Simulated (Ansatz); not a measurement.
Data:

AlAu:
Space group Pm-3m (No. 221); a = b = c = 3.1521 Å, α = β = γ = 90.00°

```
atom  site  symmetry       x       y       z
----  ----  --------  ------  ------  ------
Al      1a      m-3m  0.0000  0.0000  0.0000
Au      1b      m-3m  0.5000  0.5000  0.5000
```

This is the LDA-relaxed structure.

### Question
All from LDA in the plane-wave PAW code Ansatz, unless another level is named. Predict the formation energy from the elements (no fitted shifts).

### Answer
-0.30 eV/atom.

### Question
What about the density of states at the Fermi level?

### Answer
0.31 states/eV per atom (mean over ±0.08 eV).

The first step of the workflow began from a Materials Project structure, measured or hypothetical; the Crystallography Open Database copy checked does not list it. With Al and Au taken as one species the cell has the higher symmetry Im-3m, so it may be an ordered model of a mixed-site phase. Its standing as an ambient phase is unchecked. The cell was relaxed with LDA under the symmetry of its start. At this level the phase is mechanically unstable. The references are the lowest solids computed at this level, not always the standard phases. Spin–orbit coupling is left out wherever it is not named.

Potentials: the later of the program's two PAW sets.
